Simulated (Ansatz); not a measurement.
Wires are cut from relaxed bulk Mo (Im-3m, 15.32 Å³/atom, gap on the mesh 0.00 eV); atoms and period are relaxed, and energies count from that bulk.

Method: Ansatz, DFT PBEsol, scalar-relativistic, plane waves, PAW.

Cutoff 420 eV; k points 1×1×17 on the computed 5-atom cell (Γ-centred); Gaussian smearing, width 0.05 eV; no spin polarisation.

Start ([001] wire, 5 host atoms a period):

```yaml
crystal:
  lattice:
    - [12.10000, 0.00000, 0.00000]
    - [0.00000, 12.40000, 0.00000]
    - [0.00000, 0.00000, 3.12929]
  atoms:
    - { symbol: Mo, position: [0.50000, 0.50000, 0.00000] }
    - { symbol: Mo, position: [0.37069, 0.37382, 0.50000] }
    - { symbol: Mo, position: [0.37069, 0.62618, 0.50000] }
    - { symbol: Mo, position: [0.62931, 0.37382, 0.50000] }
    - { symbol: Mo, position: [0.62931, 0.62618, 0.50000] }
```

Give the relaxed structure and its energy.

The free energy falls by 702 meV/atom.

| Quantity | Value |
| --- | --- |
| excess energy (eV per host atom) | 2.671 |
| line energy (eV/Å) | 3.977 |
| period (Å) | 3.358 |
| gap on the mesh (eV) | 0 |

Relaxed structure:
```
CELL_PARAMETERS angstrom
12.10000 0.00000 0.00000
0.00000 12.40000 0.00000
0.00000 0.00000 3.35779
ATOMIC_POSITIONS crystal
Mo 0.50000 0.50000 0.00000
Mo 0.39700 0.39315 0.50000
Mo 0.39700 0.60685 0.50000
Mo 0.60300 0.39315 0.50000
Mo 0.60300 0.60685 0.50000
```

Each run keeps its start's symmetry and one magnetic start, so lower states can exist.

Time: 65 s on 4 threads of Arm Neoverse V1, on a shared host, peak memory 0.95 GiB.